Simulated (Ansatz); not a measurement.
# Notes on CrI

```
CELL_PARAMETERS angstrom
6.71204 0.00000 0.00000
0.00000 6.24102 0.00000
0.00000 0.00000 3.97156
ATOMIC_POSITIONS crystal
Cr 0.18900 0.00200 0.25000
Cr 0.81100 0.99800 0.75000
Cr 0.68900 0.49800 0.75000
Cr 0.31100 0.50200 0.25000
I 0.57200 0.23100 0.25000
I 0.42800 0.76900 0.75000
I 0.07200 0.26900 0.75000
I 0.92800 0.73100 0.25000
```

The numbers come from plane-wave PAW DFT (Ansatz): PBE, no spin polarisation, 420 eV, 5×6×9 Γ-centred k points, fermi-dirac occupations (width 0.0213 eV). Nothing was relaxed.

Task: Metal or insulator?

Result: It is a metal, with about 20 states/eV a cell as the mean within 0.25 eV of the Fermi level, mostly Cr d (91 %).

Task: Where is the largest force?

Result: The largest is on I5 (and as large on other atoms): 1.36 eV/Å, components (1.03, -0.89, 0.00). It makes 177° with the line to a nearest neighbour, Cr4 at 2.44 Å, pointing away from it.

Task: Describe some of the short contacts.

Result: Cr–I at 2.44 Å: least valence density 0.55 e/Å³ and ELF 0.32 there. Both are smooth PAW fields, read partly inside the augmentation spheres.

Task: What does the stress say?

Result: The pressure is -2.1 GPa (compression positive), so with the atoms held at these fractions the cell would first shrink; the forces are large, so a full relaxation may end otherwise. The principal stresses -4.8, -2.4, 0.8 GPa differ, so its shape would change too.

Task: Is it stable against the elements?

Result: 1.12 eV an atom against the elements' usual phases (free molecules for gases, crystals otherwise, with no correction for O₂ or N₂), so at this geometry it isn't bound against them. Relaxing would lower it.

Task: Which element gives electrons and which takes them?

Result: Bader charges in e: Cr +0.63, I -0.63. In the mean Cr gives up most and I takes most.

Origin: a known structure type with other elements, at an estimated volume, so it need not be a known compound. Caveats: no spin polarisation, so a magnetic state may lie lower.
